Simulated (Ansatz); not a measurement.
Task: Name crystals whose computed values (the program Ansatz at the HSE06 level (PAW)) fall in these windows: B₀ by P(V) fit (GPa) 20 to 25; gap (eV) 2.3 to 3.3.

Result: 

| crystal | B₀ by P(V) fit (GPa) | gap (eV) |
|---|---|---|
| CsPbCl3, cubic perovskite | 23.2 | 2.86 |
Others may fit too.

Not the usual ambient phase: CsPbCl3, cubic perovskite. The cell was relaxed under the symmetry of its start. Scalar-relativistic: spin–orbit coupling is off unless named, which matters more the heavier the elements.

Potentials: the later of the program's two PAW sets.
